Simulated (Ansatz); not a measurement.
# Formation energy of Na3Cl (L12 type)

```yaml
crystal:
  lattice:
    - [4.81252, 0.00000, 0.00000]
    - [0.00000, 4.81252, 0.00000]
    - [0.00000, 0.00000, 4.81252]
  atoms:
    - { symbol: Cl, position: [0.00000, 0.00000, 0.00000] }
    - { symbol: Na, position: [0.00000, 0.50000, 0.50000] }
    - { symbol: Na, position: [0.50000, 0.00000, 0.50000] }
    - { symbol: Na, position: [0.50000, 0.50000, 0.00000] }
```

The cell comes from a relaxation on PAW files under the same functional, begun from a prototype that needn't be the stable phase.

Computed with Ansatz 0.2.0; functional PBEsol, scalar-relativistic. Settings: a Γ-centred 8×8×8 k mesh, Fermi–Dirac smearing of 0.05 eV, no spin polarisation. Methods: LAPW: all electrons, basis error target 0.5 meV/atom; PAW: frozen-core files, cutoff 420 eV.

The elements are taken as Cl Cl2 gas, Na bcc, each relaxed on PAW files under the same functional and computed by the same method as the compound; zero-point and thermal terms are left out.

The PAW files were made under PBE.

Task: Give the formation energy by each method, with the residual pressure at this cell and the LAPW gap.

Result: 

```csv
method,ΔE(formation) (eV/atom),P at this cell (GPa),gap (eV)
LAPW,-0.657,0.00,0.00
PAW,-0.658,0.00,–
```

Task: Give the LAPW value for one formula unit in kJ/mol.

Result: -0.657 eV/atom × 4 atoms × 96.485 kJ/(mol·eV) = -253.6 kJ/mol, at zero temperature and without zero-point motion.
